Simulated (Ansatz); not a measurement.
GaN (wurtzite)

```
GaN
1.0
    3.21861     0.00000     0.00000
   -1.60931     2.78740     0.00000
    0.00000     0.00000     5.24355
Ga N
2 2
Cartesian
  1.60931   0.92913   0.00505
  0.00000   1.85827   2.62682
  1.60931   0.92913   3.27321
  0.00000   1.85827   0.65144
```

This relaxed cell (volume V₀) is scaled evenly in all directions, its shape held. The atoms relax within the cell's symmetry.

Level of theory: PBE (plane waves to 420 eV, PAW, scalar-relativistic; Ansatz, an electronic-structure program). k mesh 12×12×6 (Γ-centred), Fermi-Dirac smearing 0.05 eV. E stands for the smeared free energy. Compression counts positive. With the shape held, the modulus is that of even scaling; a crystal free to change shape is softer. GaN was relaxed with its symmetry unable to fall. The PAW data are Ansatz's earlier set. The zero of ΔE is the relaxed starting cell.

```
V (Å³/atom)  ΔE (meV/atom)
-----------  -------------
10.585                76.3
10.781                51.3
10.977                31.8
11.173                17.3
11.369                 7.5
11.565                 1.8
11.761                 0.0
11.957                 1.7
12.153                 6.6
12.349                14.4
12.545                24.9
12.741            withheld
12.937                53.0
```

### Question
Fit a third-order Birch-Murnaghan form (E₀, V₀, B₀, B₀′ free) to the given rows and predict ΔE at V = 12.741.

### Answer
Least squares on the 12 given rows: ΔE = E₀ + (9V₀B₀/16)·y²·[2 + (B₀′ − 4)y], y = (V₀/V)^(2/3) − 1, with V₀ = 11.762 Å³/atom, B₀ = 171.7 GPa (160.2 GPa = 1 eV/Å³; the term in eV is multiplied by 1000), B₀′ = 4.42, E₀ = 0.01 meV/atom; root-mean-square residual 0.03 meV/atom. At 12.741 the fit gives 37.8 meV/atom; the calculation gives 37.9 meV/atom, so the interpolation is off by -0.1 (-0.3 %). For the pressure the fit gives -11.5 GPa against the computed -11.5 GPa.

(A scan under strain: stresses follow from slopes of the energy per volume, elastic moduli from its curvatures.)
